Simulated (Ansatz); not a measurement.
**Al2Cu (Al2Cu type, space group I4/mcm): scan of one atom of the cell**

Relaxed Al2Cu (Al2Cu type, space group I4/mcm):

```
CELL_PARAMETERS angstrom
     -3.02975     3.02975     2.43725
      3.02975    -3.02975     2.43725
      3.02975     3.02975    -2.43725
ATOMIC_POSITIONS crystal
  Al 0.15828 0.65828 0.81655
  Al 0.34172 0.15828 0.50000
  Al 0.65828 0.84172 0.50000
  Al 0.84172 0.34172 0.18345
  Cu 0.75000 0.75000 0.00000
  Cu 0.25000 0.25000 0.00000
```

In this cell atom 2 (Al, nearest neighbour Cu at 2.587 Å; its periodic images, 4.9 Å or more away, move with it) is moved by s along Cartesian z, unit vector (0.000, 0.000, 1.000); all other atoms and the cell stay fixed.

All values below come from PBE (plane waves to 420 eV, PAW, scalar-relativistic; Ansatz, a first-principles code). k mesh 10×10×10 (Γ-centred), Fermi-Dirac smearing 0.05 eV. The energy includes the smearing's −TS. Stress and pressure are positive under compression. With partly filled bands, energies and forces of such displacements shift with the k mesh and the smearing. F∥ is the force on the atom along that direction. F⊥ is the part of the force across the line. Al2Cu is run without spin polarisation. Al2Cu was relaxed with its symmetry unable to fall. ΔE is measured from the undisplaced structure.

```json
[
 {"s (Å)": "-0.780", "ΔE (meV/cell)": "1448", "F∥ (eV/Å)": "4.303", "P (GPa)": "7.5", "|F⊥| (eV/Å)": "1.703"},
 {"s (Å)": "-0.624", "ΔE (meV/cell)": "873", "F∥ (eV/Å)": "3.107", "P (GPa)": "4.7", "|F⊥| (eV/Å)": "1.095"},
 {"s (Å)": "-0.468", "ΔE (meV/cell)": "467", "F∥ (eV/Å)": "2.128", "P (GPa)": "2.6", "|F⊥| (eV/Å)": "0.614"},
 {"s (Å)": "-0.312", "ΔE (meV/cell)": "200", "F∥ (eV/Å)": "1.321", "P (GPa)": "1.1", "|F⊥| (eV/Å)": "0.265"},
 {"s (Å)": "-0.156", "ΔE (meV/cell)": "49", "F∥ (eV/Å)": "0.632", "P (GPa)": "0.2", "|F⊥| (eV/Å)": "0.052"},
 {"s (Å)": "0.000", "ΔE (meV/cell)": "0", "F∥ (eV/Å)": "0.000", "P (GPa)": "-0.1", "|F⊥| (eV/Å)": "0.019"},
 {"s (Å)": "0.156", "ΔE (meV/cell)": "49", "F∥ (eV/Å)": "-0.632", "P (GPa)": "0.2", "|F⊥| (eV/Å)": "0.052"},
 {"s (Å)": "0.312", "ΔE (meV/cell)": "200", "F∥ (eV/Å)": "-1.321", "P (GPa)": "1.1", "|F⊥| (eV/Å)": "0.265"},
 {"s (Å)": "0.468", "ΔE (meV/cell)": "467", "F∥ (eV/Å)": "-2.128", "P (GPa)": "2.6", "|F⊥| (eV/Å)": "0.614"},
 {"s (Å)": "0.624", "ΔE (meV/cell)": "873", "F∥ (eV/Å)": "-3.107", "P (GPa)": "4.7", "|F⊥| (eV/Å)": "1.095"},
 {"s (Å)": "0.780", "ΔE (meV/cell)": "1448", "F∥ (eV/Å)": "-4.303", "P (GPa)": "7.5", "|F⊥| (eV/Å)": "1.703"}
]
```

Summary:

- Energy at s = 0.780 Å: 1448 meV/cell
- Force along the line at s = -0.780 Å: 4.30 eV/Å
- Symmetry of the curve: even: the same for both signs
- Shape of the curve: a single well with its minimum at or next to zero displacement
- Force constant k = d²E/ds² at s = 0 (finite differences): 3.99 eV/Å²
- Harmonic estimate at the end of the scan: ½ks² = 1212 meV/cell against the computed 1448 meV/cell, so the well is stiffer than harmonic there

The 11 points together took around 4 core-minutes (rough).

(A displaced cell: forces are minus the slopes of the energy, force constants its curvatures, and phonons follow from these.)
